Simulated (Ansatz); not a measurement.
**Eigenvalues along a path: Be (sc type)**

```yaml
crystal:
  lattice:
    - [1.57780, 0.00000, 0.00000]
    - [0.00000, 1.57780, 0.00000]
    - [0.00000, 0.00000, 1.57780]
  atoms:
    - { symbol: Be, position: [0.00000, 0.00000, 0.00000] }
```

The cell comes from a relaxation on PAW files under the same functional, begun from a prototype that needn't be the stable phase.

Level of theory: DFT with LDA, scalar-relativistic, in Ansatz 0.2.0; a Γ-centred 21×21×21 k mesh, Fermi–Dirac smearing of 0.1 eV, no spin polarisation. LAPW: all electrons, basis error target 1 meV/atom.

This run: volume at 0.4 of the series' base cell.

The structure type is held throughout; the real material can change phase at far lower pressure.

Path points, in fractions of the reciprocal vectors: Γ (0.000, 0.000, 0.000), X (0.000, 0.500, 0.000), M (0.500, 0.500, 0.000), R (0.500, 0.500, 0.500). The distance column jumps between branches of the path. Levels in eV from the Fermi level; bands 2 to 4, counted from the lowest band of the run. The gap is zero, the pressure 305.7 GPa.

```
# k(1/Å) point b2 b3 b4
0.000 Γ -16.50 25.02 25.02
0.249 - -16.39 21.96 25.23
0.498 - -16.07 17.24 25.83
0.747 - -15.54 12.76 26.82
0.996 - -14.85 8.79 28.15
1.244 - -14.04 5.43 29.75
1.493 - -13.22 2.79 31.45
1.742 - -12.56 1.05 32.90
1.991 X -12.29 0.42 33.50
2.240 - -12.07 0.39 31.84
2.489 - -11.39 0.29 28.80
2.738 - -10.27 0.10 25.95
2.987 - -8.72 -0.16 22.55
3.236 - -6.78 -0.47 17.36
3.484 - -4.53 -0.78 12.79
3.733 - -2.27 -1.00 9.14
3.982 M -1.09 -1.09 7.49
4.334 - -3.37 -0.62 10.35
4.686 - -6.97 0.77 14.80
5.038 - -10.12 3.07 17.21
5.390 - -12.59 6.30 18.41
5.742 - -14.39 10.41 19.67
6.094 - -15.59 15.38 21.41
6.446 - -16.28 20.97 23.60
6.798 Γ -16.50 25.02 25.02
7.229 - -16.16 21.18 21.18
7.660 - -15.09 16.23 16.23
8.091 - -13.11 12.34 12.34
8.522 - -10.03 9.70 9.70
8.954 - -5.75 8.31 8.31
9.385 - -0.30 8.06 8.06
9.816 - 5.68 8.60 8.60
10.247 R 9.04 9.04 9.04
10.599 - 7.17 7.51 9.49
10.951 - 3.05 4.90 10.86
11.303 - -1.33 2.72 13.13
11.655 - -5.17 1.27 16.30
12.007 - -8.26 0.53 20.31
12.359 - -10.49 0.32 25.09
12.711 - -11.84 0.37 30.26
13.063 X -12.29 0.42 33.50
15.879 R 9.04 9.04 9.04
16.127 - 8.14 8.14 9.33
16.376 - 6.22 6.22 10.19
16.625 - 4.17 4.17 11.58
16.874 - 2.34 2.34 11.21
17.123 - 0.86 0.86 9.58
17.372 - -0.21 -0.21 8.42
17.621 - -0.87 -0.87 7.72
17.870 M -1.09 -1.09 7.49
```
